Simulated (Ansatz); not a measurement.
As:
Space group R-3m, hexagonal axes (No. 166); a = 3.7832 Å, b = 3.7832 Å, c = 10.1116 Å, α = 90.00°, β = 90.00°, γ = 120.00°

```csv
atom,site,symmetry,x,y,z
As,6c,3m,0.0000,0.0000,0.2303
```
(The calculation used a cell of 2 atoms; values per cell refer to that cell.)

Relaxed at zero pressure with PBE+D3(BJ) in the plane-wave PAW code Ansatz.

Problem. The volume is raised by 3 % and shape and atoms relax at that volume. What pressure results, and how do the axes share the change?

Solution. -1.3 GPa; a 0.4 %, b 0.4 %, c 2.2 %; the energy rises by 3 meV/atom.

Problem. Give the new structure.

Solution. 
Space group R-3m, hexagonal axes (No. 166); a = b = 3.7986 Å, c = 10.3307 Å, α = β = 90.00°, γ = 120.00°

| atom | site | symmetry | x | y | z |
|---|---|---|---|---|---|
| As | 6c | 3m | 0.0000 | 0.0000 | 0.2289 |

The phase is kept; no other phase was compared at this pressure.

The cell was relaxed with PBE+D3(BJ) under the symmetry of its start.

Potentials: the later of the program's two PAW sets.
